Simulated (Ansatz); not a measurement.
AlB$_{2}$W$_{2}$:
```cif
data_AlB2W2
_chemical_formula_sum 'Al1 W2 B2'
_space_group_name_H-M_alt 'P 1'
_space_group_IT_number 1
_cell_length_a 5.96759
_cell_length_b 5.96759
_cell_length_c 3.12288
_cell_angle_alpha 90.000
_cell_angle_beta 90.000
_cell_angle_gamma 150.114
loop_
_space_group_symop_operation_xyz
  'x, y, z'
loop_
_atom_site_label
_atom_site_type_symbol
_atom_site_fract_x
_atom_site_fract_y
_atom_site_fract_z
_atom_site_occupancy
Al1 Al 0.00000 0.00000 0.00000 1
W1 W 0.35625 0.64375 0.50000 1
W2 W 0.64375 0.35625 0.50000 1
B1 B 0.20523 0.79477 0.00000 1
B2 B 0.79477 0.20523 0.00000 1
```

Relaxed with r²SCAN.

Q: Tabulate the valence density and the electron localisation function along the shortest Al–W contact (2.75 Å), plane-wave PAW r²SCAN (Ansatz code).

A: 

| distance from Al (Å) | density (e/Å³) | ELF |
|---|---|---|
| 0.27 | 0.05 | 0.02 |
| 0.41 | 0.07 | 0.01 |
| 0.55 | 0.11 | 0.05 |
| 0.69 | 0.17 | 0.18 |
| 0.82 | 0.21 | 0.35 |
| 0.96 | 0.24 | 0.46 |
| 1.10 | 0.26 | 0.49 |
| 1.24 | 0.27 | 0.44 |
| 1.37 | 0.30 | 0.35 |
| 1.51 | 0.35 | 0.25 |
| 1.65 | 0.48 | 0.23 |
| 1.79 | 0.77 | 0.32 |
| 1.92 | 1.49 | 0.52 |
| 2.06 | 2.79 | 0.68 |
| 2.20 | 4.39 | 0.71 |
| 2.34 | 5.55 | 0.62 |
| 2.47 | 5.74 | 0.35 |

The density is the valence pseudo-density with augmentation charge, so density and ELF within about 1 Å of a nucleus are not all-electron values.

Space group Cmmm. The start of the workflow was typed in or built on a structure type; neither database checked (COD, Materials Project) lists it. Its standing as an ambient phase is unchecked. The cell was relaxed with r²SCAN under the symmetry of its start; its stability against distortions is not shown here. The run is not spin-polarised. Spin–orbit coupling is left out wherever it is not named.

Potentials: the earlier of the program's two PAW sets.
